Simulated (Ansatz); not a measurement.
# Course of a relaxation: MgGa₃As₃

The guess for MgGa₃As₃ was made by a generator: 4-connected net, two elements alternating, guests in its cages (Pmmm, No. 47) (guest Mg). Lengths were set from tabulated atomic sizes, so they are only a guess.

```yaml
crystal:
  lattice:
    - [3.50171, 0.00000, 0.00000]
    - [0.00000, 3.95262, 0.00000]
    - [0.00000, 0.00000, 9.13259]
  atoms:
    - { symbol: Mg, position: [0.50000, 0.00000, 0.00000] }
    - { symbol: Ga, position: [0.50000, 0.50000, 0.17805] }
    - { symbol: Ga, position: [0.50000, 0.50000, 0.82195] }
    - { symbol: Ga, position: [0.00000, 0.00000, 0.50000] }
    - { symbol: As, position: [0.50000, 0.00000, 0.32195] }
    - { symbol: As, position: [0.00000, 0.50000, 0.00000] }
    - { symbol: As, position: [0.50000, 0.00000, 0.67805] }
```

Computed with DFT PBE, scalar-relativistic, plane waves, PAW (Ansatz). Cutoff 420 eV, Gaussian smearing, Γ-centred meshes. Cell and atoms relax first on a coarse mesh and then on a finer one. In between, the cell is made exact in the group found at 0.06 Å. In metals the finer mesh still leaves noise of several meV/atom or more. The steps can't lower the symmetry of their start. No spin polarisation.

Steps on the 6×4×2 mesh (7 atoms, 9 steps). The free energy counts from the last step; the plane-wave basis is renewed at times, which shifts energy and pressure.

```csv
step,ΔF (meV/atom),V (Å³/atom),P (GPa),largest force component (eV/Å)
1,395.6,18.06,25.20,2.566
2,99.1,20.60,9.50,1.036
3,17.4,22.52,2.77,0.392
4,10.2,24.10,-0.97,0.351
5,4.4,23.66,-0.04,0.064
6,4.3,23.64,0.02,0.007
7,0.2,23.64,0.36,0.006
8,0.0,23.80,0.05,0.006
9,0.0,23.80,0.05,0.006
```

Steps on the 10×10×4 mesh (7 atoms, 8 steps). The free energy counts from the last step; the plane-wave basis is renewed at times, which shifts energy and pressure.

```
step  ΔF (meV/atom)  V (Å³/atom)  P (GPa)  largest force component (eV/Å)
   1           13.2        23.80    -0.09                           0.142
   2            5.9        23.72    -0.13                           0.049
   3            6.3        23.51    -0.06                           0.409
   4            0.8        23.57    -0.10                           0.053
   5            0.3        23.64    -0.27                           0.051
   6            0.0        23.46     0.05                           0.021
   7            0.0        23.48     0.01                           0.002
   8            0.0        23.48     0.01                           0.002
```

The relaxed structure:

```
CELL_PARAMETERS angstrom
3.85026 0.00000 0.00000
0.00000 4.09305 0.00000
0.00000 0.00000 10.43012
ATOMIC_POSITIONS crystal
Mg 0.50000 0.00000 0.00000
Ga 0.50000 0.50000 0.19676
Ga 0.50000 0.50000 0.80324
Ga 0.00000 0.00000 0.50000
As 0.50000 0.00000 0.33639
As 0.00000 0.50000 0.00000
As 0.50000 0.00000 0.66361
```

The symmetry stays Pmmm (No. 47). The volume per atom grows by 30.0 %, from 18.1 to 23.5 Å³. The shortest distance goes from 2.37 Å (Ga–As) to 2.51 Å (Ga–As). The energy falls by about 0.40 eV/atom (the start's value is from the coarse mesh). Mg has 4 As at 2.81 Å, 4 Ga at 2.90 Å and 2 As at 3.51 Å; Ga on a site of symmetry mm2 is surrounded by 2 As at 2.51 Å, 2 As at 2.81 Å and 2 Mg at 2.90 Å; around As on a site of symmetry mm2 lie 4 Ga at 2.51–2.57 Å; 2 more sites not described.

```yaml
Volume_per_atom: 23.48 Å³
Density: 4.63 g/cm³
Formation_energy: −0.05 eV/atom
Gap_on_the_10×10×4_mesh_of_the_7-atom_cell: 0 eV (a metal)
```

Formation energies are uncorrected and refer to the elements' standard structures at the same level.

The last run used Gaussian smearing of 0.10 eV. The reference form of As is held partly by dispersion forces, which this level lacks. A later test with randomly moved atoms ended 8 meV/atom lower on a coarse mesh, in Pmm2 at a loose tolerance, which is no clear verdict on its stability. In all, the 3 runs took 12 min on 1 thread of Arm Neoverse V1 (shared host).
